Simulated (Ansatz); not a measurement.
Relaxation of a relaxed La cell displaced along its unstable phonon at q = (½, 0, 0) of its primitive reciprocal cell (63i cm⁻¹), largest move 0.15 Å; 2 atoms in the cell, which starts as Cmcm (No. 63), oS4; a = 4.111 Å, b = c = 5.813 Å, α = β = γ = 90.00°. Method: PBEsol (plane waves to 420 eV, PAW, scalar-relativistic; Ansatz, an electronic-structure program). Γ-centred k-mesh 11×11×11 on the run's cell (coarser than for final values), Fermi–Dirac smearing 0.05 eV. This is the first round of the run. 

The optimiser's lines from the output (shortened; P is positive under compression):

```
relax step   1: F+E_penalty+E_count = -12322.71446142 eV  Δ(F+E_penalty+E_count) = +0.000e0 eV  max|allowed force component| = 1.216e-1 eV/Å  Δτ_max = 0.0000 Å  P = +0.035 GPa  Ω = 69.463 Å³  (7 SCF iters, dr2 threshold 1.00e-7 eV, accepted)
relax step   2: F+E_penalty+E_count = -12322.75033079 eV  Δ(F+E_penalty+E_count) = -3.587e-2 eV  max|allowed force component| = 1.026e-1 eV/Å  Δτ_max = 0.0858 Å  P = -0.012 GPa  Ω = 69.614 Å³  (5 SCF iters, dr2 threshold 2.00e-7 eV, accepted)
relax step   3: F+E_penalty+E_count = -12322.79895820 eV  Δ(F+E_penalty+E_count) = -4.863e-2 eV  max|allowed force component| = 6.413e-2 eV/Å  Δτ_max = 0.0814 Å  P = -0.069 GPa  Ω = 69.728 Å³  (5 SCF iters, dr2 threshold 2.00e-7 eV, accepted)
relax step   4: F+E_penalty+E_count = -12322.85151624 eV  Δ(F+E_penalty+E_count) = -5.256e-2 eV  max|allowed force component| = 2.828e-2 eV/Å  Δτ_max = 0.0711 Å  P = -0.192 GPa  Ω = 69.801 Å³  (5 SCF iters, dr2 threshold 2.00e-7 eV, accepted)
relax step   5: F+E_penalty+E_count = -12322.87997503 eV  Δ(F+E_penalty+E_count) = -2.846e-2 eV  max|allowed force component| = 2.168e-2 eV/Å  Δτ_max = 0.0422 Å  P = +0.201 GPa  Ω = 68.378 Å³  (5 SCF iters, dr2 threshold 2.00e-7 eV, accepted)
relax step   6: F+E_penalty+E_count = -12322.88234258 eV  Δ(F+E_penalty+E_count) = -2.368e-3 eV  max|allowed force component| = 5.105e-3 eV/Å  Δτ_max = 0.0413 Å  P = -0.135 GPa  Ω = 69.115 Å³  (5 SCF iters, dr2 threshold 2.00e-7 eV, accepted)
relax step   7: F+E_penalty+E_count = -12322.88256941 eV  Δ(F+E_penalty+E_count) = -2.268e-4 eV  max|allowed force component| = 1.864e-3 eV/Å  Δτ_max = 0.0156 Å  P = +0.065 GPa  Ω = 68.603 Å³  (5 SCF iters, dr2 threshold 1.03e-7 eV, accepted)
relax step   8: F+E_penalty+E_count = -12322.88262707 eV  Δ(F+E_penalty+E_count) = -5.765e-5 eV  max|allowed force component| = 2.001e-4 eV/Å  Δτ_max = 0.0032 Å  P = +0.002 GPa  Ω = 68.783 Å³  (5 SCF iters, dr2 threshold 2.51e-8 eV, accepted)
relax step   9: F+E_penalty+E_count = -12322.88309103 eV  Δ(F+E_penalty+E_count) = -4.640e-4 eV  max|allowed force component| = 2.078e-4 eV/Å  Δτ_max = 0.0000 Å  P = +0.017 GPa  Ω = 68.783 Å³  stress off target by 3.85e-2 GPa  SCF on the basis re-selected at this cell (its energy is not comparable with the rows above)  (5 SCF iters)
relax step  10: F+E_penalty+E_count = -12322.88309764 eV  Δ(F+E_penalty+E_count) = -6.605e-6 eV  max|allowed force component| = 3.478e-5 eV/Å  Δτ_max = 0.0000 Å  P = +0.001 GPa  Ω = 68.832 Å³  (4 SCF iters, dr2 threshold 3.71e-9 eV, accepted)
relax step  11: F+E_penalty+E_count = -12322.88309877 eV  Δ(F+E_penalty+E_count) = -1.133e-6 eV  max|allowed force component| = 3.396e-5 eV/Å  Δτ_max = 0.0000 Å  P = +0.001 GPa  Ω = 68.832 Å³  stress off target by 3.46e-3 GPa  SCF on the basis re-selected at this cell (its energy is not comparable with the rows above)  (4 SCF iters)
```

From the first to the last row the energy changes by -0.08 eV/atom and the volume by -0.9 %. The last row is marked as not comparable with the walk above it, whose basis was carried along; it does compare with step 1, since both stand on a basis selected at the nominal cutoff for their own cell.

Later rounds, restarted from the end of this one on a renewed k-mesh, logged 3 more steps and released under 0.01 eV/atom more. The final structure after all rounds: P6₃/mmc (No. 194), hP2, AFLOW prototype A_hP2_194_c (A3, as in Mg); a = 3.641 Å, b = 3.641 Å, c = 6.001 Å, α = 90.00°, β = 90.00°, γ = 120.00°. Between re-selections the logged energies stand on a plane-wave basis carried along with the cell. No spin polarisation in the result.

The run could not lose the symmetry of its start.

Of the parent cell (Im-3m (No. 229)): This is a known allotrope of La, reached from a generated start. Known forms of La include space group No. 194.
